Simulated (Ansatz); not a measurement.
**NaPt3O4, first-principles data**

NaPt$_{3}$O$_{4}$:
```yaml
crystal:
  lattice:
    - [5.67995, 0.00000, 0.00000]
    - [0.00000, 5.67995, 0.00000]
    - [0.00000, 0.00000, 5.67995]
  atoms:
    - { symbol: Na, position: [0.50000, 0.50000, 0.50000] }
    - { symbol: Na, position: [0.00000, 0.00000, 0.00000] }
    - { symbol: Pt, position: [0.75000, 0.00000, 0.50000] }
    - { symbol: Pt, position: [0.25000, 0.00000, 0.50000] }
    - { symbol: Pt, position: [0.50000, 0.25000, 0.00000] }
    - { symbol: Pt, position: [0.50000, 0.75000, 0.00000] }
    - { symbol: Pt, position: [0.00000, 0.50000, 0.25000] }
    - { symbol: Pt, position: [0.00000, 0.50000, 0.75000] }
    - { symbol: O, position: [0.75000, 0.25000, 0.25000] }
    - { symbol: O, position: [0.25000, 0.75000, 0.75000] }
    - { symbol: O, position: [0.25000, 0.25000, 0.75000] }
    - { symbol: O, position: [0.75000, 0.75000, 0.25000] }
    - { symbol: O, position: [0.25000, 0.75000, 0.25000] }
    - { symbol: O, position: [0.75000, 0.25000, 0.75000] }
    - { symbol: O, position: [0.75000, 0.75000, 0.75000] }
    - { symbol: O, position: [0.25000, 0.25000, 0.25000] }
```

Space group Pm-3n (No. 223); conventional cell a = 5.680 Å, b = 5.680 Å, c = 5.680 Å, α = 90.00°, β = 90.00°, γ = 90.00°.

Method: plane-wave PAW PBEsol (Ansatz code). The cell and atoms are relaxed at this level. Other levels are named where they apply.

**Cell and energy**

```json
{
 "volume_per_atom": "11.45 Å³",
 "density": "12.18 g/cm³",
 "Formation energy from the elements (no fitted shifts)": "-0.77 eV/atom"
}
```

**Electronic structure**

```json
{
  "electronic_character": "metallic (no gap)",
  "Density of states at the Fermi level": "0.20 states/eV per atom (mean over ±0.08 eV)",
  "Gap with spin–orbit coupling": "none (metallic)"
}
```

**Mechanics**

```json
{
 "Bulk modulus (Birch–Murnaghan fit)": "219 GPa",
 "Pressure derivative B′": "5.0",
 "Elastic constants (relaxed ions, GPa)": "C11 = 323, C12 = 166, C44 = 67.6",
 "mechanical_stability": "stable (all eigenvalues of C positive)",
 "hill_bulk_and_shear_moduli": "218 and 71.6 GPa",
 "Young's modulus": "194 GPa",
 "Poisson's ratio": "0.35",
 "debye_temperature_from_the_elastic_constants": "360 K"
}
```

**Phonons**

```json
{
 "highest_zone_centre_frequency": "653 cm⁻¹",
 "zone_centre_stability": "no imaginary mode at Γ"
}
```

The workflow started from a Materials Project entry (that database holds measured and hypothetical structures alike); the Crystallography Open Database files this formula in space group No. 223, but the cells were not matched. Whether it is the stable phase at ambient conditions was not checked. Symmetry was held in the PBEsol relaxation. No spin polarisation was allowed. As this level gives no gap, shear constants depend on the k-mesh and smearing (Fermi–Dirac, 0.1 eV here). As this level gives no gap, phonon frequencies hold no LO–TO term and depend on the k-mesh and smearing (Fermi–Dirac, 0.1 eV here). The references are the lowest solids computed at this level, not always the standard phases (solids in place of the gases). Spin–orbit coupling is left out wherever it is not named.

Potentials: the earlier of the program's two PAW sets. The files were generated under PBE; for other functionals the program regenerates the frozen cores, and for LDA and PBEsol the local potential too.
